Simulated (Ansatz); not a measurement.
**SiRu: from a starting cell to a relaxed one**

The relaxed structure here is a generated cell of SiRu: the first start was made by placing the elements on the sites of a structure type, and the end was not matched to a known phase here, so it may be hypothetical.

The start is a generated cell, SiRu built in the WC structure type. Cell shape, volume and atoms are optimised at zero target pressure with r2SCAN (plane waves to 500 eV, PAW, scalar-relativistic; Ansatz, a program for electronic structure). The first steps use a coarse 8×8×7 k-mesh.

Starting cell:
```
SiRu
1.0
    3.31657     0.00000     0.00000
   -1.65828     2.87223     0.00000
    0.00000     0.00000     3.23680
Ru Si
1 1
Direct
  0.00000   0.00000   0.00000
  0.66667   0.33333   0.50000
```

### Question
How large is the pressure on the unrelaxed cell, and of which sign?

### Answer
-19 GPa (negative: the cell is under tension).

### Question
How does the volume per atom move from start to end?

### Answer
-8.6 %, from 15.42 to 14.09 Å³/atom.

### Question
How do the shortest distances between atoms change?

### Answer
The closest pairs of elements (up to four, under 3.6 Å), start → end: Ru–Si 2.51 → 2.42 Å; Ru–Ru 3.24 → 2.90 Å; Si–Si 3.24 → 2.90 Å.

### Question
Is the relaxed structure metallic? Give its gap.

### Answer
Zero (metallic).

### Question
What does it relax into? Give the structure.

### Answer

Space group P-6m2 (No. 187); a = b = 3.3514 Å, c = 2.8978 Å, α = β = 90.00°, γ = 120.00°

```
atom  site  symmetry       x       y       z
----  ----  --------  ------  ------  ------
Ru      1a      -6m2  0.0000  0.0000  0.0000
Si      1d      -6m2  0.3333  0.6667  0.5000
```

The space group stays P-6m2 (No. 187) (the run could not lower it); the end is AFLOW prototype AB_hP2_187_d_a (B_h, as in WC), with 2 atoms in the primitive cell. Final values are on a 16×16×16 k-mesh of the relaxed cell. No spin polarisation in the result.

The run could not lose the symmetry of its start, so the end can be a saddle point.

All atoms sit on sites fixed by symmetry, so only the cell could relax.
